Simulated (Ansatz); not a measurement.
CsPbBr3 (cubic perovskite, Pm-3m), a = b = c = 5.9341 Å, α = β = γ = 90.00°.

Relaxed with r²SCAN.

Tabulate the valence density and the electron localisation function along the shortest Pb–Br contact (2.97 Å), plane-wave PAW r²SCAN (Ansatz code).



| distance from Pb (Å) | density (e/Å³) | ELF |
|---|---|---|
| 0.30 | 7.48 | 0.01 |
| 0.45 | 5.29 | 0.07 |
| 0.59 | 3.40 | 0.23 |
| 0.74 | 1.97 | 0.39 |
| 0.89 | 1.05 | 0.44 |
| 1.04 | 0.57 | 0.38 |
| 1.19 | 0.34 | 0.26 |
| 1.34 | 0.25 | 0.20 |
| 1.48 | 0.23 | 0.23 |
| 1.63 | 0.27 | 0.43 |
| 1.78 | 0.38 | 0.66 |
| 1.93 | 0.56 | 0.80 |
| 2.08 | 0.83 | 0.85 |
| 2.23 | 1.08 | 0.82 |
| 2.37 | 1.14 | 0.60 |
| 2.52 | 0.89 | 0.19 |
| 2.67 | 0.47 | 0.01 |

The density is the valence pseudo-density with augmentation charge, so density and ELF within about 1 Å of a nucleus are not all-electron values.

This is a known high-temperature phase of the composition, computed here at zero pressure and temperature. Symmetry was held in the r²SCAN relaxation; its stability against distortions is not shown here. Scalar-relativistic: spin–orbit coupling is off unless named, which matters more the heavier the elements.

Potentials: the later of the program's two PAW sets.
